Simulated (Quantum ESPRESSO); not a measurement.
# ZrTi2HfO8: convergence and cost over cutoff and k mesh

Computed values, not a measurement. The program is pw.x of Quantum ESPRESSO 7.5 (plane-wave density functional theory). The cell is made up: 12 atoms on a fluorite lattice, with randomly drawn elements, strain and displacements, not relaxed. PseudoDojo standard norm-conserving files (v0.5 for PBE, v0.4.1 for LDA and PBEsol) set the functional; there is no spin polarisation, spin-orbit coupling or dispersion term, and the masses in the input are unused placeholders.

The hafnium pseudopotential is less sure than the others, with forces about 3 percent (worst 6) and pressure in oxides about 1.5 GPa (worst 2.7) from a second method in checks, which no rerun with the same files tests.

Input of the run in row 4:

```
&control calculation='scf', pseudo_dir='./dojo.nc.sr.pbe.v0_5.standard.upf', outdir='./o', disk_io='medium', tprnfor=.true., tstress=.true. /
&system ibrav=0, nat=12, ntyp=4, nbnd=54, ecutwfc=84.00895049, nosym=.true., tot_charge=0,
 occupations='smearing', smearing='fd', degauss=0.0018374661
/
&electrons conv_thr=7.350e-09, electron_maxstep=60, /
ATOMIC_SPECIES
Hf 1.0 Hf.upf
O 1.0 O.upf
Ti 1.0 Ti.upf
Zr 1.0 Zr.upf
CELL_PARAMETERS angstrom
5.0696 0.0 0.0
0.0 5.0696 0.0
0.0 0.0 5.0696
ATOMIC_POSITIONS angstrom
Zr -0.0176 -0.0772 -0.0285
Ti 0.1077 2.4047 2.6189
Hf 2.5464 -0.1313 2.5035
Ti 2.5589 2.6239 -0.1055
O 1.2717 1.2894 1.3182
O 1.1837 1.2991 3.7323
O 1.3086 3.9581 1.3243
O 1.2336 3.8168 3.7184
O 3.638 1.1339 1.2306
O 3.7092 1.2324 3.8055
O 3.6644 3.7159 1.2531
O 3.9108 3.7296 4.0053
K_POINTS automatic
4 4 4 1 1 1
```

The same cell was run at these settings. Meshes are shifted by half a step, and differences are from the last row, which is itself not exact.

| cutoff (eV) | k mesh | k points solved | threshold (eV) | free energy less the last row's (eV) | pressure (GPa) | largest stress difference (GPa) | largest force difference (eV/Å) | iterations | wall time (s) | k-point pools | processor |
| --- | --- | --- | --- | --- | --- | --- | --- | --- | --- | --- | --- |
| 800 | 2 x 2 x 2 | 4 | 1e-04 | 1.134 | -17.26 | 12.58 | 0.135 | 18 | 108 | 1 | AMD EPYC, Zen 5 class |
| 1143 | 1 x 1 x 1 | 1 | 1e-07 | -2.300 | -6.29 | 2.04 | 0.882 | 25 | 66 | 1 | AMD EPYC, Zen 5 class |
| 658 | 4 x 4 x 4 | 32 | 1e-07 | 7.653 | -49.05 | 44.36 | 0.207 | 25 | 446 | 1 | AMD EPYC, Zen 5 class |
| 1143 | 4 x 4 x 4 | 32 | 1e-07 | 0.001 | -4.80 | 0.05 | 0.004 | 23 | 1018 | 1 | AMD EPYC, Zen 5 class |
| 1467 | 6 x 6 x 6 | 108 | 1e-07 | 0.000 | -4.75 | 0.00 | 0.000 | 23 | 754 | 4 | Intel Xeon, 2023 or later |

Each pool is one process. Wall times include start-up and a band step at six k points, which weighs most on the coarsest meshes. The runs were on shared virtual cores whose load varied, so times are rough.